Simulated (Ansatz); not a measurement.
Ta2O5:
```xyz
7
Lattice="-2.6234 2.6234 4.7764 2.6234 -2.6234 4.7764 2.6234 2.6234 -4.7764" Properties=species:S:1:pos:R:3 pbc="T T T"
Ta     0.0000     0.0000     1.8842
Ta     0.0000     0.0000     7.6687
O      0.0000     0.0000     0.0000
O     -1.3117     1.3117     2.3882
O      1.3117     1.3117    -2.3882
O      1.3117    -1.3117     2.3882
O      1.3117     1.3117     2.3882
```

The program Ansatz at the r²SCAN level (PAW) gives a gap of 2.15 eV without spin–orbit coupling, maximum at Γ, minimum at Γ.

**Question.** What happens when spin–orbit coupling is switched on?

**Answer.** The gap shrinks by 0.08 eV, to 2.07 eV; maximum at Γ, minimum at Γ.

**Question.** Give the electron effective mass with spin–orbit coupling.

**Answer.** 0.31, 0.31, 2.1 mₑ (principal values).

**Question.** Give the hole effective mass with spin–orbit coupling.

**Answer.** 1.0 along x (mₑ).

Space group I4/mmm. The first step of the workflow began from a Materials Project structure, measured or hypothetical; the Crystallography Open Database copy checked does not list it. COD files the formula under space group No. 49, so this cell is another polymorph or a model. Its standing as an ambient phase is unchecked. Symmetry was held in the r²SCAN relaxation. At this level the phase is dynamically unstable (imaginary phonons). No spin polarisation was allowed.

Potentials: the later of the program's two PAW sets.
